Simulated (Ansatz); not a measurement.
Values for one crystal, relaxed and computed with the program Ansatz at the LDA level (PAW); other levels are named.

- Volume per atom: 23.70 Å³
- Band gap: 1.84 eV (indirect)
- Dynamical stability on the path: stable (no imaginary branch)
- Electron effective mass, band 2 of 2 at the edge: 1.7 along [100], 1.7 along [110], 1.9 along [111] (mₑ)
- Bulk modulus (Birch–Murnaghan fit): 13.9 GPa
- Zero-point energy: 52.0 meV/atom
- Debye temperature from the elastic constants: 210 K

Pick the material that matches.
(A) TeO2, fluorite
(B) Li3VS4, P-43m (Li on 3d, V on 1a, S on 4e)
(C) ZnSe, zinc blende
(D) ZnS, zinc blende

B, Li3VS4, P-43m (Li on 3d, V on 1a, S on 4e)

The first step of the workflow began from a Materials Project structure, measured or hypothetical; the Crystallography Open Database copy checked does not list it. Its standing as an ambient phase is unchecked. Symmetry was held in the LDA relaxation. The run is not spin-polarised.

Potentials: the later of the program's two PAW sets.
